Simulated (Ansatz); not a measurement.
BBi (zincblende), relaxed with r2SCAN in Ansatz: it is cubic, F-43m (No. 216); a = 5.490 Å in the conventional setting, 20.68 Å³ an atom. Around B lie 4 Bi at 2.38 Å; around Bi lie 4 B at 2.38 Å. The cell was then strained (x, y and z are the cube axes), with the atoms relaxed again; stress is positive in compression. Values at 0 K without nuclear motion; spin polarisation is off, and the phase may be a hypothetical one.

- Uniaxial -1.0 % along z, other directions held: r2SCAN's stress changes by +1.49 GPa along the strain and +0.49 GPa across it.
- Isotropic -1.0 % on every length: the pressure changes by +2.59 GPa.
- Epitaxial strain of -0.5 % in the (001) plane: the free normal strain is +0.29 % and the in-plane stress changes by +0.85 GPa.
- In that film r2SCAN's threefold valence top at Γ splits as 2+1 from the top, by 0.068 eV.
- Uniaxial strain of -0.75 % along [111], atoms relaxed: the xy stress changes by +0.408 GPa.
- That strain splits the valence top at Γ by 0.050 eV (r2SCAN).

Question: Estimate C₁₁, C₁₂ and the bulk modulus from the uniaxial step.

Answer: With compression positive, C₁₁ ≈ −Δσ∥/ε = (-1.49)/(-0.0100) = 149 GPa and C₁₂ ≈ (-0.49)/(-0.0100) = 49 GPa; B = (C₁₁ + 2C₁₂)/3 = 82 GPa. A one-sided step carries third-order terms: it reads high by some per cent.

Question: What bulk modulus does the isotropic step give?

Answer: Δ ln V = 3 ln(0.9900) = -0.0302, so B ≈ −ΔP/Δ ln V = 86 GPa, against 82 GPa from C₁₁ and C₁₂; one-sided steps of finite size carry third-order terms.

Question: What do the film's normal strain and stress say about the elastic constants?

Answer: ε⊥/ε∥ = (+0.0029)/(-0.0050) = -0.58, which linear elasticity sets to −2C₁₂/C₁₁ = -0.66 from the uniaxial step. The biaxial modulus is M = −Δσ/ε∥ = 170 GPa (C₁₁ + C₁₂ − 2C₁₂²/C₁₁ = 166 GPa).

Question: How much elastic energy does the film store, with 20.68 Å³ an atom?

Answer: u = M ε∥² = −Δσ ε∥ = -0.85 × (-0.0050) = 0.0043 GPa, and 1 GPa Å³ is 6.2415 meV: 0.55 meV an atom. The total energies of the two runs differ by 0.52 meV an atom.

Question: Extract the shear deformation potential b.

Answer: Without spin-orbit coupling the splitting is 3|b| |ε_zz − ε_xx| = 3|b| × 0.0079, so |b| = 0.068/0.0237 = 2.87 eV.

Question: Estimate C₄₄.

Answer: A strain ε along [111] has ε_xy = ε/3 = -0.00250, an engineering shear of 2ε/3, so C₄₄ ≈ −Δσ_xy/(2ε/3) = 82 GPa, atoms relaxed.

Question: Extract the deformation potential d.

Answer: Without spin-orbit coupling the splitting is 3√3 |d| ε_xy = √3 |d| |ε|, so |d| = 0.050/(1.732 × 0.0075) = 3.85 eV.
